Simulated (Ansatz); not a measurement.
A geometry of SnSe away from equilibrium: the start of the relaxation of a generated cell, SnSe placed in the GeS structure type. Level of theory: PBE (plane waves to 420 eV, PAW, scalar-relativistic; Ansatz, an electronic-structure program). Γ-centred k-mesh 2×6×5 on the run's cell (coarser than for final values), Fermi–Dirac smearing 0.05 eV.

```xyz
8
Lattice="11.7920 0.0000 0.0000 0.0000 4.0996 0.0000 0.0000 0.0000 4.8429" Properties=species:S:1:pos:R:3:forces:R:3 pbc="T T T" free_energy=-45976.898 pressure_GPa=1.2
Sn     1.4398     1.0249     0.6184   -0.2433    0.0000   -0.2745
Sn     4.4562     3.0747     3.0399    0.2433    0.0000   -0.2745
Sn    10.3522     3.0747     4.2245    0.2433    0.0000    0.2745
Sn     7.3358     1.0249     1.8030   -0.2433    0.0000    0.2745
Se    10.0173     1.0249     2.4326    0.1391    0.0000   -0.2991
Se     7.6707     3.0747     0.0111   -0.1391    0.0000   -0.2991
Se     1.7747     3.0747     2.4103   -0.1391    0.0000    0.2991
Se     4.1213     1.0249     4.8318    0.1391    0.0000    0.2991
```

Positions in Å, forces in eV/Å, free energy of the cell in eV (comparable only within this code, potentials and settings). Largest force: 0.37 eV/Å, on Sn1, Sn2, Sn3, Sn4 (atoms numbered as listed); the geometry lies 0.01 eV/atom above the end of its relaxation.

No spin polarisation in the result.

The run could not lose the symmetry of its start; a randomly shaken copy of 8 atoms returns to this structure.
